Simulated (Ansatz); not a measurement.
AlAs:
Space group F-43m (No. 216); a = 5.629 Å, b = 5.629 Å, c = 5.629 Å, α = 90.00°, β = 90.00°, γ = 90.00°

| atom | site | symmetry | x | y | z |
|---|---|---|---|---|---|
| Al | 4a | -43m | 0.0000 | 0.0000 | 0.0000 |
| As | 4d | -43m | 0.7500 | 0.7500 | 0.7500 |
(The calculation used a cell of 2 atoms; values per cell refer to that cell.)

Relaxed with LDA.

**Question.** Give the optical modes at the zone centre with their infrared and Raman activity from DFPT, the program Ansatz at the LDA level (PAW).

**Answer.** Transverse frequencies, without the LO–TO term; a row sums one degenerate level.

```csv
ω (cm⁻¹),degeneracy,IR ((D/Å)²/amu),Raman (Å⁴/amu),activity,symmetry
358,3,16.10,210,IR+Raman,T2
```

**Question.** How high does the top mode go among those that the LO–TO term moves?

**Answer.** 395 cm⁻¹ for q along x.

The cell was relaxed with LDA under the symmetry of its start.

Potentials: the earlier of the program's two PAW sets. The files were generated under PBE; for other functionals the program regenerates the frozen cores, and for LDA and PBEsol the local potential too.
